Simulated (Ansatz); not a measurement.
Ansatz 0.2.0, relaxation: IrCl$_{4}$

The command:

```bash
ansatz run input.yaml --threads 2 --pin off --max-ram 2560MiB --backend cpu --events-out ev --progress --plain --runs-dir out
```

input.yaml:

```yaml
crystal:
  lattice:
    - [-4.134592, 4.134592, 3.692358]
    - [4.134592, -4.134592, 3.692358]
    - [4.134592, 4.134592, -3.692358]
  atoms:
    - { symbol: Cl, position: [0.352, 0.795, 0.557] }
    - { symbol: Cl, position: [0.795, 0.738, 0.443] }
    - { symbol: Cl, position: [0.738, 0.795, 0.943] }
    - { symbol: Cl, position: [0.795, 0.352, 0.057] }
    - { symbol: Cl, position: [0.648, 0.205, 0.443] }
    - { symbol: Cl, position: [0.205, 0.648, 0.943] }
    - { symbol: Cl, position: [0.262, 0.205, 0.057] }
    - { symbol: Cl, position: [0.205, 0.262, 0.557] }
    - { symbol: Ir, position: [0.125, 0.875, 0.25] }
    - { symbol: Ir, position: [0.875, 0.125, 0.75] }
  symmetry: { tolerance: 0.0003 }
kpoints:
  mp_grid: { grid: [6, 6, 6], shift: [0, 0, 0] }
magnetization:
  spin_polarized: false
scf:
  occupations: { method: fermi_dirac }
  lower_state_search: "off"
hamiltonian:
  pseudopotentials: { kind: paw }
  xc: lda
basis:
  ecutwfc: 420
  fft_grid_basis: typed
relax:
  max_steps: 80
  cell: { p_target: 0.0 }
  f_tol: 0.03
output:
  forces: true
  stress: true
  eigenvalues: true
  bader: true
  populations: true
  elf: true
  write_potential: true
  volumetric_format: npy
  dos:
    e_range: [-12, 8]
    de: 0.05
    projected: { site_lists: { Cl: [Cl], Ir: [Ir] } }
checkpoint:
  read: saved_state
```

Origin of the cell: a known structure type with other elements, at an estimated volume, so it need not be a known compound.

The smearing width isn't typed, so it takes its default of 0.1 eV.

The saved state is a converged single point of the same cell.

Steps («new basis» is an SCF on plane waves selected anew at the same cell):

```csv
step,ΔF (meV/atom),max force component (eV/Å),P (GPa),volume (Å³),SCF iterations,step was
1,0.0,1.513,-14.47,252.48,5,accepted
2,-369.1,0.855,-8.16,222.06,7,accepted
3,-458.1,0.715,3.55,201.02,7,accepted
4,-479.6,0.415,1.66,203.81,7,accepted
5,-491.4,0.130,0.49,205.43,7,accepted
6,-493.1,0.116,0.33,210.01,7,accepted
7,-494.2,0.018,0.10,208.13,6,accepted
8,-494.3,0.003,0.03,209.02,6,accepted
9,-494.0,0.003,0.04,209.02,5,new basis
10,-494.0,0.000,0.00,209.41,6,accepted
11,-494.0,0.000,0.00,209.41,4,new basis
```

The starting structure.

Space group I4_1/amd (No. 141); the run's cell has a = 6.915 Å, b = 6.915 Å, c = 6.915 Å, α = 106.56°, β = 106.56°, γ = 115.46°. Shortest distances: Cl–Ir 2.61 Å, Cl–Cl 3.17 Å.

After:

Space group I4_1/amd (No. 141); the run's cell has a = 6.489 Å, b = 6.489 Å, c = 6.489 Å, α = 111.77°, β = 111.77°, γ = 104.97°. Shortest distances: Cl–Ir 2.26 Å, Cl–Cl 2.85 Å.

```xyz
10
Lattice="-3.6398 3.6398 3.9518 3.6398 -3.6398 3.9518 3.6398 3.6398 -3.9518" Properties=species:S:1:pos:R:3 pbc="T T T"
Cl    3.6398    0.3973    2.5317
Cl    1.4225    1.8199    4.5076
Cl    3.6398    3.2424    2.5317
Cl   -1.4225    1.8199    4.5076
Cl    0.0000    3.2424    1.4201
Cl    5.0623    1.8199   -0.5558
Cl    0.0000    0.3973    1.4201
Cl    2.2172    1.8199   -0.5558
Ir    3.6398   -1.8199    2.9639
Ir    0.0000    5.4597    0.9880
```

```yaml
Free_energy_lowered_by: 494.0 meV/atom
Volume_change: -17.06 %
Final_pressure: 0.00 GPa
Relaxation_steps_listed: 11
Gap_on_the_mesh: none (metal)
```

Caveats: no moments, though an odd count or open d shells may carry them; no spin-orbit coupling, though heavy elements are present; the relaxation held the start's symmetry, so the end may be a saddle point.

It ran for 5.5 min on 2 threads of Arm Neoverse N1, on a shared host, peak memory 0.68 GiB, from a saved density.
